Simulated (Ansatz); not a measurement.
Total density of states per atom from PBEsol (plane waves, PAW; program Ansatz), in 0.25 eV bins, energy from the Fermi level:

```
E (eV)  states/eV/atom
------  --------------
-7.85             0.29
-7.60             0.46
-7.35             0.64
-7.10             0.90
-6.85             1.23
-6.60             1.38
-6.35             1.33
-6.10             1.20
-5.85             1.19
-5.60             0.86
-5.35             1.20
-5.10             1.25
-4.85             1.25
-4.60             0.98
-4.35             1.08
-4.10             1.02
-3.85             0.89
-3.60             1.13
-3.35             1.58
-3.10             1.42
-2.85             1.28
-2.60             1.29
-2.35             1.08
-2.10             1.05
-1.85             0.90
-1.60             0.84
-1.35             0.67
-1.10             0.51
-0.85             0.41
-0.60             0.47
-0.35             0.59
-0.10             0.69
0.15              0.83
0.40              0.92
0.65              1.03
0.90              0.76
1.15              0.59
1.40              0.66
1.65              0.73
1.90              0.85
2.15              0.92
2.40              1.20
2.65              1.07
2.90              0.90
3.15              0.56
3.40              0.42
3.65              0.38
3.90              0.31
4.15              0.27
4.40              0.27
4.65              0.27
```

Problem. Pick the material that matches.
(A) AgW, CsCl type
(B) WC, CsCl type
(C) In2Pt, cubic Laves (MgCu2 type)
(D) PtW, L1₀ or tetragonal B2

Solution. D, PtW, L1₀ or tetragonal B2. Within 0.5 eV of the Fermi level: W 5d 62 %, Pt 5d 32 %. Projections are on Löwdin-orthogonalised atomic valence shells; empty p or d shells of many metals are not among them.

Space group P4/mmm (L1₀ or tetragonal B2). The start of the workflow was typed in or built on a structure type; neither database checked (COD, Materials Project) lists it. Its standing as an ambient phase is unchecked. Symmetry was held in the PBEsol relaxation; its stability against distortions is not shown here. No spin polarisation was allowed. Scalar-relativistic: spin–orbit coupling is off unless named, which matters more the heavier the elements.

Potentials: the earlier of the program's two PAW sets. The files were generated under PBE; for other functionals the program regenerates the frozen cores, and for LDA and PBEsol the local potential too.
